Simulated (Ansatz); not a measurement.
## Property card for B2Ru

B$_{2}$Ru:
```
B2Ru
1.0
    2.82975     0.00000     0.00000
    0.00000     4.59831     0.00000
    0.00000     0.00000     4.00072
B Ru
4 2
Direct
  0.00000   0.80432   0.36280
  0.00000   0.19568   0.36280
  0.50000   0.69568   0.63720
  0.50000   0.30432   0.63720
  0.00000   0.00000   0.84870
  0.50000   0.50000   0.15130
```

Space group Pmmn (No. 59); conventional cell a = 2.830 Å, b = 4.598 Å, c = 4.001 Å, α = β = γ = 90.00°.

Method: LDA in the plane-wave PAW code Ansatz. Geometry: relaxed at this level of theory. Other levels are named where they apply.

### Cell and energy

* **Volume per atom**: 8.68 Å³
* **Density**: 7.83 g/cm³
* **Formation energy from the elements (no fitted shifts)**: -0.31 eV/atom

### Electronic structure

* **Electronic character**: metallic (no gap)
* **Density of states at the Fermi level**: 0.19 states/eV per atom (mean over ±0.08 eV)

### Mechanics

- Bulk modulus (Birch–Murnaghan fit) = 3120 kbar
- Pressure derivative B′ = 4.2

### Phonons

Highest zone-centre frequency: 841 cm⁻¹
Zone-centre stability: no imaginary mode at Γ

The first step of the workflow began from a Materials Project structure, measured or hypothetical; the Crystallography Open Database files this formula in space group No. 59, but the cells were not matched. Its standing as an ambient phase is unchecked. The LDA relaxation kept the symmetry of its start. No spin polarisation was allowed. As this level gives no gap, phonon frequencies hold no LO–TO term and depend on the k-mesh and smearing (Fermi–Dirac, 0.1 eV here). The references are the lowest solids computed at this level, not always the standard phases. Spin–orbit coupling is left out wherever it is not named.

Potentials: the later of the program's two PAW sets.
